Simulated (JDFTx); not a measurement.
An input for JDFTx (a modified build) (Zr(0001), linear PCM (GLSSA13), water, 1 M NaCl; bohr, hartree) and the course of its log:

```
lattice \
  6.1212571767 3.0606285884 0.0000000000 \
  0.0000000000 5.3011642078 0.0000000000 \
  0.0000000000 0.0000000000 44.9754817661
coords-type Lattice
ion Zr 0.6666666668 0.6666666668 -0.1629901260 0
ion Zr 0.0000000002 0.0000000002 -0.0543300420 0
ion Zr 0.6666666668 0.6666666668 0.0543300420 0
ion Zr 0.0000000002 0.0000000002 0.1629901260 0
ion-species pseudo/zr_pbe_v1.upf
elec-cutoff 20 100
elec-ex-corr gga-PBE
coulomb-interaction Slab 001
coulomb-truncation-embed 0 0 0
kpoint-folding 8 8 1
elec-smearing Fermi 0.003
elec-n-bands 34
electronic-scf nIterations 100 energyDiffThreshold 1e-08
fluid LinearPCM
pcm-variant GLSSA13
fluid-solvent H2O
fluid-cation Na+ 1
fluid-anion Cl- 1
fluid-minimize nIterations 400 knormThreshold 1e-11
wavefunction read 003_vac.wfns
elec-initial-eigenvals 003_vac.eigenvals
dump-name 003_f0.$VAR
dump End State Ecomponents EigStats BandEigs Forces ElecDensity IonicPositions Fillings Kpoints Dtot FluidDebug BoundCharge FluidDensity
```

```
[one cycle in 5 is shown, and the last three; fluid-solver lines are left out]
	FillingsUpdate:  mu: -0.137783930  nElectrons: 48.000000
SCF: Cycle:  0   F: -188.761046287520713   dF: -4.071e-05   |Residual|: 2.529e-03   |deigs|: 3.018e-05
	FillingsUpdate:  mu: -0.130020335  nElectrons: 48.000000
SCF: Cycle:  5   F: -188.761262433221219   dF: -2.552e-06   |Residual|: 2.201e-04   |deigs|: 1.360e-03
	FillingsUpdate:  mu: -0.129488030  nElectrons: 48.000000
SCF: Cycle: 10   F: -188.761264751009577   dF: +1.502e-07   |Residual|: 7.004e-05   |deigs|: 4.439e-05
	FillingsUpdate:  mu: -0.129334260  nElectrons: 48.000000
SCF: Cycle: 15   F: -188.761265027361276   dF: -4.838e-08   |Residual|: 5.454e-05   |deigs|: 9.371e-06
	FillingsUpdate:  mu: -0.129352136  nElectrons: 48.000000
SCF: Cycle: 20   F: -188.761265155332921   dF: -4.929e-08   |Residual|: 6.092e-06   |deigs|: 8.927e-06
	FillingsUpdate:  mu: -0.129346490  nElectrons: 48.000000
SCF: Cycle: 25   F: -188.761265156394700   dF: -3.619e-08   |Residual|: 7.740e-06   |deigs|: 9.230e-06
	FillingsUpdate:  mu: -0.129357031  nElectrons: 48.000000
SCF: Cycle: 30   F: -188.761265116871613   dF: +3.735e-08   |Residual|: 2.645e-05   |deigs|: 1.474e-05
	FillingsUpdate:  mu: -0.129324219  nElectrons: 48.000000
SCF: Cycle: 35   F: -188.761264818955368   dF: +3.341e-07   |Residual|: 7.014e-05   |deigs|: 3.862e-05
	FillingsUpdate:  mu: -0.129337279  nElectrons: 48.000000
SCF: Cycle: 40   F: -188.761265126625176   dF: -1.962e-07   |Residual|: 2.002e-05   |deigs|: 2.333e-05
	FillingsUpdate:  mu: -0.129344521  nElectrons: 48.000000
SCF: Cycle: 45   F: -188.761265155893824   dF: -2.298e-08   |Residual|: 6.668e-06   |deigs|: 6.447e-06
	FillingsUpdate:  mu: -0.129334615  nElectrons: 48.000000
SCF: Cycle: 50   F: -188.761265080382458   dF: +5.560e-08   |Residual|: 3.507e-05   |deigs|: 3.158e-05
	FillingsUpdate:  mu: -0.129340538  nElectrons: 48.000000
SCF: Cycle: 55   F: -188.761265145127737   dF: -1.121e-07   |Residual|: 1.244e-05   |deigs|: 1.974e-05
	FillingsUpdate:  mu: -0.129343974  nElectrons: 48.000000
SCF: Cycle: 60   F: -188.761265150787835   dF: -9.896e-09   |Residual|: 9.479e-06   |deigs|: 3.782e-06
	FillingsUpdate:  mu: -0.129323737  nElectrons: 48.000000
SCF: Cycle: 65   F: -188.761265040588682   dF: +1.009e-07   |Residual|: 3.930e-05   |deigs|: 3.544e-05
	FillingsUpdate:  mu: -0.129340496  nElectrons: 48.000000
SCF: Cycle: 70   F: -188.761265143552180   dF: -1.582e-07   |Residual|: 1.317e-05   |deigs|: 2.864e-05
	FillingsUpdate:  mu: -0.129341623  nElectrons: 48.000000
SCF: Cycle: 75   F: -188.761265150742929   dF: -1.062e-08   |Residual|: 9.481e-06   |deigs|: 1.673e-06
	FillingsUpdate:  mu: -0.129353031  nElectrons: 48.000000
SCF: Cycle: 80   F: -188.761265152013209   dF: +3.160e-09   |Residual|: 8.423e-06   |deigs|: 8.624e-06
	FillingsUpdate:  mu: -0.129325609  nElectrons: 48.000000
SCF: Cycle: 85   F: -188.761264925375059   dF: +2.275e-07   |Residual|: 5.717e-05   |deigs|: 3.323e-05
	FillingsUpdate:  mu: -0.129340596  nElectrons: 48.000000
SCF: Cycle: 90   F: -188.761265136318997   dF: -1.936e-07   |Residual|: 1.676e-05   |deigs|: 2.629e-05
	FillingsUpdate:  mu: -0.129343449  nElectrons: 48.000000
SCF: Cycle: 95   F: -188.761265154346233   dF: -1.539e-08   |Residual|: 7.043e-06   |deigs|: 3.878e-06
	FillingsUpdate:  mu: -0.129316591  nElectrons: 48.000000
SCF: Cycle: 97   F: -188.761264978822169   dF: +1.669e-07   |Residual|: 4.755e-05   |deigs|: 4.210e-05
	FillingsUpdate:  mu: -0.129340285  nElectrons: 48.000000
SCF: Cycle: 98   F: -188.761265140852942   dF: -1.620e-07   |Residual|: 1.453e-05   |deigs|: 2.640e-05
	FillingsUpdate:  mu: -0.129344361  nElectrons: 48.000000
SCF: Cycle: 99   F: -188.761265155316664   dF: -1.446e-08   |Residual|: 6.110e-06   |deigs|: 4.849e-06
SCF: None of the convergence criteria satisfied after 100 iterations.
IonicMinimize: Iter:   0  F: -188.761265155316664  |grad|_K:  0.000e+00
IonicMinimize: Converged (|grad|_K<1.000000e-04).
```

This run gave no converged result. The loop ran out of cycles short of its threshold. It has stalled and not diverged: the last ten energies span 2e-07 Ha, so the total is near its end, but levels, forces and charges aren't shown converged.
